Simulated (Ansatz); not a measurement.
MoSi2 (MoSi2 type, space group I4/mmm)

```
MoSi2
1.0
   -1.60850     1.60850     3.93661
    1.60850    -1.60850     3.93661
    1.60850     1.60850    -3.93661
Mo Si
1 2
Direct
  0.00000   0.00000   0.00000
  0.33511   0.33511   0.00000
  0.66489   0.66489   0.00000
```

This relaxed cell (volume V₀) is scaled evenly in all directions, its shape held. The atoms relax within the cell's symmetry.

Level of theory: PBE (plane waves to 420 eV, PAW, scalar-relativistic; Ansatz, a program for electronic structure). k mesh 20×20×20 (Γ-centred), Fermi-Dirac smearing 0.05 eV. Energies are smeared free energies. Compression counts positive. With the shape held, the modulus is that of even scaling; a crystal free to change shape is softer. MoSi2 is run without spin polarisation. MoSi2 was relaxed with its symmetry unable to fall. The PAW data are Ansatz's earlier set. The zero of ΔE is the relaxed starting cell. The last digit holds for this mesh only.

```json
[
 {"V (Å³/atom)": "12.765", "ΔE (meV/atom)": "withheld"},
 {"V (Å³/atom)": "12.969", "ΔE (meV/atom)": "19.2"},
 {"V (Å³/atom)": "13.173", "ΔE (meV/atom)": "8.3"},
 {"V (Å³/atom)": "13.376", "ΔE (meV/atom)": "2.0"},
 {"V (Å³/atom)": "13.580", "ΔE (meV/atom)": "0.0"},
 {"V (Å³/atom)": "13.784", "ΔE (meV/atom)": "1.9"},
 {"V (Å³/atom)": "13.988", "ΔE (meV/atom)": "7.4"},
 {"V (Å³/atom)": "14.191", "ΔE (meV/atom)": "16.2"},
 {"V (Å³/atom)": "14.395", "ΔE (meV/atom)": "28.1"}
]
```

Q: Fit a third-order Birch-Murnaghan form (E₀, V₀, B₀, B₀′ free) to the given rows and predict ΔE at V = 12.765.

A: Least squares on the 8 given rows: ΔE = E₀ + (9V₀B₀/16)·y²·[2 + (B₀′ − 4)y], y = (V₀/V)^(2/3) − 1, with V₀ = 13.581 Å³/atom, B₀ = 205.3 GPa (160.2 GPa = 1 eV/Å³; the term in eV is multiplied by 1000), B₀′ = 4.52, E₀ = -0.01 meV/atom; root-mean-square residual 0.02 meV/atom. At 12.765 the fit gives 35.2 meV/atom; the calculation gives 35.1 meV/atom, so the extrapolation is off by 0.1 (+0.3 %). For the pressure the fit gives 14.6 GPa against the computed 14.6 GPa.

(A scan under strain: stresses follow from slopes of the energy per volume, elastic moduli from its curvatures.)
